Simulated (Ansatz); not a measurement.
Mg:
```
Mg
1.0
    5.06912     0.00000     0.00000
   -2.53456     4.38998     0.00000
    0.00000     0.00000     3.07308
Mg
3
Direct
  0.00000   0.00000   0.00000
  0.33333   0.66667   0.50000
  0.66667   0.33333   0.50000
```

Relaxed with PBEsol. Special points in fractions of this cell's reciprocal vectors: Γ (0.000, 0.000, 0.000); M (0.500, 0.000, 0.000); K (0.333, 0.333, 0.000); A (0.000, 0.000, 0.500); L (0.500, 0.000, 0.500); H (0.333, 0.333, 0.500).

**Question.** List the band energies nearest the Fermi level at these points for DFT-PBEsol in the program Ansatz with PAW potentials.

**Answer.** In eV from the Fermi level; about four levels below and three above (degenerate sets whole), none deeper than 8.9 eV; points with the same levels are listed once.

```tsv
k	below	above
Γ	-7.01	0.19 0.19 0.24 0.24
M	-5.07 -5.07 -1.57 -1.00	5.54 5.66 6.30
K	-4.44 -4.43 -4.43	2.93 3.02 3.02
A	-3.23 -2.97	3.51 3.51 3.64 3.64
L	-1.55 -1.30 -1.14 -0.93	1.81 2.38 2.87
H	-0.71 -0.71 -0.52 -0.52 -0.02	5.70 6.42 6.42
```

Space group P6/mmm. A made-up cell: these elements were put on the sites of a structure type; the Crystallography Open Database copy checked does not list it. It is not the phase usual at ambient conditions (space group No. 194). The PBEsol relaxation kept the symmetry of its start. At this level the phase is dynamically unstable (imaginary phonons).

Potentials: the later of the program's two PAW sets.
